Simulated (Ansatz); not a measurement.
Data:

MoHS2:
```yaml
crystal:
  lattice:
    - [3.27198, 0.00000, 0.00000]
    - [-1.63599, 2.83362, 0.00000]
    - [0.00000, 0.00000, 12.65669]
  atoms:
    - { symbol: S, position: [0.66667, 0.33333, 0.00006] }
    - { symbol: Mo, position: [0.33333, 0.66667, 0.12304] }
    - { symbol: S, position: [0.66667, 0.33333, 0.23990] }
    - { symbol: H, position: [0.66667, 0.33333, 0.35039] }
    - { symbol: S, position: [0.33333, 0.66667, 0.50006] }
    - { symbol: Mo, position: [0.66667, 0.33333, 0.62304] }
    - { symbol: S, position: [0.33333, 0.66667, 0.73990] }
    - { symbol: H, position: [0.33333, 0.66667, 0.85039] }
```

This is the r²SCAN+D4-relaxed structure.

Problem. All from r²SCAN+D4 in the plane-wave PAW code Ansatz, unless another level is named. Predict the electronic character.

Solution. metallic (no gap).

Problem. What about the density of states at the Fermi level?

Solution. 0.48 states/eV per atom (mean over ±0.08 eV).

Problem. Next, the formation energy from the elements (no fitted shifts)?

Solution. -0.34 eV/atom.

Problem. And the gap with spin–orbit coupling?

Solution. none (metallic).

Space group P6_3mc. A made-up cell: these elements were put on the sites of a structure type; neither database checked (COD, Materials Project) lists it. Whether it is the stable phase at ambient conditions was not checked. The cell was relaxed with r²SCAN+D4 under the symmetry of its start; its stability against distortions is not shown here. The run is not spin-polarised. The references are the lowest solids computed at this level, not always the standard phases (solids in place of the gases). Spin–orbit coupling is left out wherever it is not named.

Potentials: the later of the program's two PAW sets.
